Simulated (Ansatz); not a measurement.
# Rocksalt alloy of MgO and CdO (22 of 32 Mg sites exchanged), 64 atoms

Ansatz, PAW, plane waves. PBEsol relaxation of volume and atoms (shape held) at the single k point (¼, ¼, ¼) without its symmetry partners; single points on the relaxed atoms at the Γ point alone, onto which points of the small cell's zone fold. Arrangement: random. No spin–orbit coupling unless named.

Relaxed structure:

```cif
data_structure
_symmetry_space_group_name_H-M 'P 1'
_symmetry_Int_Tables_number 1
_cell_length_a 9.1464
_cell_length_b 9.1464
_cell_length_c 9.1464
_cell_angle_alpha 90.000
_cell_angle_beta 90.000
_cell_angle_gamma 90.000
_cell_volume 765.16
loop_
_atom_site_label
_atom_site_type_symbol
_atom_site_fract_x
_atom_site_fract_y
_atom_site_fract_z
_atom_site_occupancy
O1 O 0.24839 0.99782 0.98249 1
O2 O 0.24985 0.98624 0.51519 1
O3 O 0.24713 0.50110 0.99778 1
O4 O 0.24948 0.51914 0.50423 1
O5 O 0.74965 0.00791 0.98364 1
O6 O 0.75055 0.98582 0.51587 1
O7 O 0.74871 0.48917 0.98367 1
O8 O 0.75041 0.51516 0.51591 1
O9 O 0.98387 0.24886 0.98559 1
O10 O 0.99835 0.25066 0.51328 1
O11 O 0.99774 0.74844 0.00029 1
O12 O 0.00094 0.75031 0.50417 1
O13 O 0.51243 0.24930 0.99789 1
O14 O 0.50245 0.25028 0.49670 1
O15 O 0.50025 0.74894 0.98595 1
O16 O 0.50089 0.75041 0.51424 1
O17 O 0.00073 0.00345 0.24960 1
O18 O 0.99595 0.01465 0.74998 1
O19 O 0.99842 0.49614 0.24967 1
O20 O 0.98444 0.48196 0.74967 1
O21 O 0.50023 0.01498 0.24880 1
O22 O 0.50442 0.00357 0.74977 1
O23 O 0.50030 0.48471 0.24892 1
O24 O 0.51227 0.48814 0.74972 1
O25 O 0.26399 0.24938 0.24908 1
O26 O 0.26508 0.23594 0.74900 1
O27 O 0.25449 0.75301 0.26910 1
O28 O 0.26488 0.76329 0.73932 1
O29 O 0.73738 0.24890 0.23470 1
O30 O 0.74447 0.24519 0.75748 1
O31 O 0.74648 0.75012 0.26849 1
O32 O 0.73641 0.75160 0.74027 1
Cd1 Cd 0.99791 0.00171 0.99557 1
Cd2 Cd 0.99985 0.99935 0.50443 1
Cd3 Cd 0.99557 0.49623 0.99605 1
Cd4 Cd 0.99844 0.50138 0.50383 1
Cd5 Cd 0.50058 0.00178 0.99720 1
Cd6 Cd 0.50059 0.00014 0.50196 1
Cd7 Cd 0.50121 0.49720 0.99666 1
Cd8 Cd 0.50128 0.50095 0.50281 1
Cd9 Cd 0.25002 0.24778 0.99570 1
Cd10 Cd 0.25122 0.24845 0.50297 1
Cd11 Cd 0.25096 0.75120 0.99576 1
Cd12 Cd 0.74840 0.25005 0.50233 1
Cd13 Cd 0.74757 0.74911 0.99427 1
Cd14 Cd 0.25172 0.00053 0.25262 1
Cd15 Cd 0.25111 0.50074 0.25284 1
Cd16 Cd 0.25195 0.49809 0.74869 1
Cd17 Cd 0.74877 0.00042 0.25019 1
Cd18 Cd 0.74787 0.49864 0.25034 1
Cd19 Cd 0.99727 0.24992 0.24645 1
Cd20 Cd 0.00022 0.74965 0.25484 1
Cd21 Cd 0.99808 0.75196 0.74872 1
Cd22 Cd 0.50029 0.74950 0.25420 1
Mg1 Mg 0.25473 0.75355 0.50821 1
Mg2 Mg 0.74592 0.24876 0.99274 1
Mg3 Mg 0.74510 0.75021 0.50975 1
Mg4 Mg 0.25539 0.00138 0.74730 1
Mg5 Mg 0.74549 0.00214 0.74935 1
Mg6 Mg 0.74544 0.49686 0.74928 1
Mg7 Mg 0.98368 0.24698 0.75185 1
Mg8 Mg 0.50285 0.25005 0.24488 1
Mg9 Mg 0.50525 0.24713 0.75359 1
Mg10 Mg 0.50213 0.75789 0.74625 1
```

What are the mean bond lengths by pair (pairs within 1.2 times the sum of covalent radii, less contacts 15 % beyond the pair's median; cation–cation pairs of compounds aside; long ionic contacts are cut short by that bound)?

Cd–O 2.325 ± 0.065 Å (standard deviation, 132 bonds); Mg–O 2.203 ± 0.075 Å (standard deviation, 59 bonds).

What gap lies between the top filled and the lowest empty level in the single points?

HSE06 1.38 eV (9 min on 7 threads of Neoverse-V2).
